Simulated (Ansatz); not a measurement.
This cell of TiAl (CuAu type, space group P4/mmm) is off equilibrium:

```yaml
crystal:
  lattice:
    - [5.64852, 0.00000, 0.00000]
    - [0.00000, 2.82426, 0.00000]
    - [0.00000, 0.00000, 4.07079]
  atoms:
    - { symbol: Al, position: [0.25000, 0.53187, 0.50000] }
    - { symbol: Al, position: [0.75000, 0.46813, 0.50000] }
    - { symbol: Ti, position: [0.00000, 0.00000, 0.00000] }
    - { symbol: Ti, position: [0.50000, 0.00000, 0.00000] }
```

Method: PBE (plane waves to 420 eV, PAW, scalar-relativistic; Ansatz, a program for electronic structure). k mesh 8×16×12 (Γ-centred), Fermi-Dirac smearing 0.05 eV. Compression counts positive. With partly filled bands, energies and forces of such displacements shift with the k mesh and the smearing. TiAl is run without spin polarisation. TiAl was relaxed with its symmetry unable to fall.

Q: Predict the force on every atom, in eV/Å.

A: 
```csv
atom,Fx,Fy,Fz
Al1,0.000,-0.422,0.000
Al2,0.000,0.422,0.000
Ti3,0.000,0.000,0.000
Ti4,0.000,0.000,0.000
```

Q: What is the stress tensor (GPa)?

A: 
```
    0.1      0.0      0.0
    0.0     -0.1      0.0
    0.0      0.0      0.4
```
The pressure, a third of the trace, is 0.2 GPa.

(For displaced atoms, the force is minus the slope of the energy, and its curvature is a force constant, which sets phonon frequencies.)
